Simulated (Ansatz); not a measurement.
CdSe (wurtzite)

```cif
data_Cd2Se2
_chemical_formula_sum 'Cd2 Se2'
_space_group_name_H-M_alt 'P63mc'
_space_group_IT_number 186
_space_group_name_Hall 'P 6c -2c'
_cell_length_a 4.38288
_cell_length_b 4.38288
_cell_length_c 7.15467
_cell_angle_alpha 90.000
_cell_angle_beta 90.000
_cell_angle_gamma 120.000
loop_
_atom_site_label
_atom_site_type_symbol
_atom_site_symmetry_multiplicity
_atom_site_Wyckoff_symbol
_atom_site_fract_x
_atom_site_fract_y
_atom_site_fract_z
_atom_site_occupancy
Cd1 Cd 2 b 0.66667 0.33333 0.00047 1
Se1 Se 2 b 0.33333 0.66667 0.12473 1
```

The relaxed cell is deformed in two ways at once: its volume V is scaled, and at that volume it is stretched along z (the c axis of the conventional cell) so that c/a changes. Fractional atomic positions are held.

These are PBE (plane waves to 420 eV, PAW, scalar-relativistic; Ansatz, a program for electronic structure) values and carry that method's errors. k mesh 9×9×5 (Γ-centred), Fermi-Dirac smearing 0.05 eV. Energies are smeared free energies. Stress and pressure are positive under compression. As the atoms are clamped, bonds stretch with the cell, which overstates energies and stresses. CdSe was relaxed with its symmetry unable to fall. The PAW data are Ansatz's earlier set. ΔE is measured from the relaxed starting cell.

ΔE (meV/atom), with V/V₀ across and (c/a)/(c/a)₀ down:

```csv
(c/a)/(c/a)₀ \ V/V₀,0.960,0.980,1.000,1.020,1.040
0.880,107.8,96.4,89.1,85.4,84.9
0.940,29.0,22.3,19.3,19.7,23.1
1.000,7.2,1.7,0.0,1.6,6.1
1.060,24.1,17.6,14.9,15.5,19.2
1.120,67.6,58.4,53.1,51.3,52.7
```

P (GPa), with V/V₀ across and (c/a)/(c/a)₀ down:

```
(c/a)/(c/a)₀ \ V/V₀  0.960  0.980  1.000  1.020  1.040
-------------------  -----  -----  -----  -----  -----
0.880                  3.6    2.5    1.5    0.5   -0.3
0.940                  2.4    1.3    0.3   -0.5   -1.3
1.000                  2.0    0.9    0.0   -0.8   -1.6
1.060                  2.3    1.2    0.3   -0.6   -1.4
1.120                  3.0    1.9    0.9    0.0   -0.8
```

Read from the data:

* **Modulus against c/a change at fixed volume, (3/4V)·∂²E/∂(ln c/a)² (fit, atoms clamped)**: 38 GPa, an upper bound as the atoms could relax
* **Lowest place on the grid**: V/V₀ = 1.000, (c/a)/(c/a)₀ = 1.000 (0.0 meV/atom)
* **Highest place on the grid**: V/V₀ = 0.960, (c/a)/(c/a)₀ = 0.880 (107.8 meV/atom)

(Under strain, the slope of the energy per volume gives the stress and its curvature an elastic modulus.)
